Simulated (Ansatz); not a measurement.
Relaxation of a generated cell, Ti3Al built in the D019 structure type; 8 atoms in the cell, which starts as P6₃/mmc (No. 194), hP8; a = 5.9530 Å, b = 5.9530 Å, c = 4.7748 Å, α = 90.00°, β = 90.00°, γ = 120.00°. The numbers are results of r2SCAN (plane waves to 500 eV, PAW, scalar-relativistic; Ansatz, a first-principles code), not measurements. Γ-centred k-mesh 7×7×7 on the run's cell (coarser than for final values), Fermi–Dirac smearing 0.05 eV. This is the first round of the run. 

The optimiser's lines from the output (shortened; P is positive under compression):

```
relax step   1: F+E_penalty+E_count = -16108.79272369 eV  Δ(F+E_penalty+E_count) = +0.000e0 eV  max|allowed force component| = 8.601e-1 eV/Å  Δτ_max = 0.0000 Å  P = -9.297 GPa  Ω = 146.542 Å³  (7 SCF iters, dr2 threshold 1.00e-7 eV, accepted)
relax step   2: F+E_penalty+E_count = -16109.39317839 eV  Δ(F+E_penalty+E_count) = -6.005e-1 eV  max|allowed force component| = 4.746e-1 eV/Å  Δτ_max = 0.1298 Å  P = +5.896 GPa  Ω = 126.829 Å³  (8 SCF iters, dr2 threshold 8.00e-7 eV, accepted)
relax step   3: F+E_penalty+E_count = -16109.52383204 eV  Δ(F+E_penalty+E_count) = -1.307e-1 eV  max|allowed force component| = 1.209e-1 eV/Å  Δτ_max = 0.0430 Å  P = -1.280 GPa  Ω = 133.952 Å³  (8 SCF iters, dr2 threshold 8.00e-7 eV, accepted)
relax step   4: F+E_penalty+E_count = -16109.53390564 eV  Δ(F+E_penalty+E_count) = -1.007e-2 eV  max|allowed force component| = 1.455e-2 eV/Å  Δτ_max = 0.0111 Å  P = -0.045 GPa  Ω = 132.559 Å³  (6 SCF iters, dr2 threshold 8.00e-7 eV, accepted)
relax step   5: F+E_penalty+E_count = -16109.53400464 eV  Δ(F+E_penalty+E_count) = -9.899e-5 eV  max|allowed force component| = 6.636e-3 eV/Å  Δτ_max = 0.0017 Å  P = +0.048 GPa  Ω = 132.459 Å³  (6 SCF iters, dr2 threshold 1.83e-8 eV, accepted)
relax step   6: F+E_penalty+E_count = -16109.53399383 eV  Δ(F+E_penalty+E_count) = +1.081e-5 eV  max|allowed force component| = 2.582e-4 eV/Å  Δτ_max = 0.0005 Å  P = +0.000 GPa  Ω = 132.512 Å³  (5 SCF iters, dr2 threshold 6.00e-9 eV, accepted)
relax step   7: F+E_penalty+E_count = -16109.52840335 eV  Δ(F+E_penalty+E_count) = +5.590e-3 eV  max|allowed force component| = 2.028e-4 eV/Å  Δτ_max = 0.0000 Å  P = -0.037 GPa  Ω = 132.512 Å³  stress off target by 4.23e-2 GPa  SCF on the basis re-selected at this cell (its energy is not comparable with the rows above)  (7 SCF iters)
relax step   8: F+E_penalty+E_count = -16109.52842703 eV  Δ(F+E_penalty+E_count) = -2.368e-5 eV  max|allowed force component| = 9.971e-5 eV/Å  Δτ_max = 0.0000 Å  P = +0.001 GPa  Ω = 132.470 Å³  (4 SCF iters, dr2 threshold 4.47e-9 eV, accepted)
relax step   9: F+E_penalty+E_count = -16109.52841351 eV  Δ(F+E_penalty+E_count) = +1.353e-5 eV  max|allowed force component| = 9.473e-5 eV/Å  Δτ_max = 0.0000 Å  P = +0.001 GPa  Ω = 132.470 Å³  stress off target by 1.00e-3 GPa  SCF on the basis re-selected at this cell (its energy is not comparable with the rows above)  (4 SCF iters)
```

From the first to the last row the energy changes by -0.09 eV/atom and the volume by -9.6 %. The last row is marked as not comparable with the walk above it, whose basis was carried along; it does compare with step 1, since both stand on a basis selected at the nominal cutoff for their own cell.

Later rounds, restarted from the end of this one on a renewed k-mesh, logged 2 more steps and released under 0.01 eV/atom more. The final structure after all rounds: P6₃/mmc (No. 194), hP8, AFLOW prototype A3B_hP8_194_h_c (D0_19, as in Ni3Sn); a = b = 5.747 Å, c = 4.631 Å, α = β = 90.00°, γ = 120.00°. Between re-selections the logged energies stand on a plane-wave basis carried along with the cell. No spin polarisation in the result.

The run could not lose the symmetry of its start.
